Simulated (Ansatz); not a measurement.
BiClO:
```xyz
6
Lattice="3.8886 0.0000 0.0000 0.0000 3.8886 0.0000 0.0000 0.0000 7.4269" Properties=species:S:1:pos:R:3 pbc="T T T"
Bi     0.0000     1.9443     6.1725
Bi     1.9443     0.0000     1.2544
Cl     1.9443     0.0000     4.8318
Cl     0.0000     1.9443     2.5951
O      0.0000     0.0000     0.0000
O      1.9443     1.9443     0.0000
```

Plane-wave PAW r²SCAN+D4 (Ansatz code) gives a gap of 3.01 eV without spin–orbit coupling, maximum on the Z–R line, 82 % of the way from Z, minimum at Z.

Problem. What happens when spin–orbit coupling is switched on?

Solution. The gap shrinks by 0.34 eV, to 2.67 eV; maximum on the Z–R line, 82 % of the way from Z, minimum at Z.

Problem. Give the electron effective mass with spin–orbit coupling.

Solution. 0.40, 0.40, 0.78 mₑ (principal values).

Problem. Give the hole effective mass with spin–orbit coupling.

Solution. 0.60, 0.88, 6.1 mₑ (principal values).

Space group P4/nmm. The workflow started from a Materials Project entry (that database holds measured and hypothetical structures alike); the Crystallography Open Database files this formula in space group No. 129, but the cells were not matched. Whether it is the stable phase at ambient conditions was not checked. Symmetry was held in the r²SCAN+D4 relaxation; its stability against distortions is not shown here.

Potentials: the later of the program's two PAW sets.
